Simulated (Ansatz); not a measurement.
Single point in Ansatz 0.2.0 with r2SCAN, no spin polarisation. Cutoff 500 eV, PAW datasets, 6×6×6 Γ-centred k mesh, fermi-dirac filling (width 0.1 eV).

Computed maps in the lattice plane spanned by a (left to right, 4.14 Å, 13 points from zero) and b (bottom to top, 4.14 Å, 13 points from zero), 90° apart, at height 0.500 along c. The fields are smooth PAW ones with compensation charges, not the true ones near nuclei.

Valence density. Digits on a logarithmic scale: 0 up to 0.03 e/Å³, each further digit a factor of 1.6, 9 from 1.3 e/Å³ up:
```
6799986555555
6999997655555
7999999655555
7999998655555
6899997555555
5679876556665
5566655678976
6555555799998
7555556899999
7555556999999
6555556799999
6555555689997
5667765567766
```

ELF. Ten even steps from '0' (0.20) to '9' (0.78):
```
0036510121112
0389961022121
1699983011111
0599972021121
0168730122122
1013200210001
1100012002310
0221221037861
0121120279995
1111110389996
0121220169983
0211121015630
2001001100100
```

Problem. The cell is YbGa$_{2}$Rh$_{2}$. Which atoms lie within 0.2 Å of this plane, and where (fractions of a and b)?

Solution. Rh at (0.75, 0.25), Rh at (0.25, 0.75). The whole cell:
```xyz
5
Lattice="0.0000 4.1367 0.0000 4.1367 0.0000 0.0000 2.0684 2.0684 -4.8601" Properties=species:S:1:pos:R:3 pbc="T T T"
Yb    0.0000    0.0000    0.0000
Ga    2.0684    2.0684   -1.2150
Ga    4.1367    4.1367   -3.6451
Rh    2.0684    4.1367   -2.4301
Rh    4.1367    2.0684   -2.4301
```

Origin: a known structure type with other elements, at an estimated volume, so it need not be a known compound. Caveats: no spin polarisation, so a magnetic state may lie lower; f levels without a U or exact exchange are poorly placed.
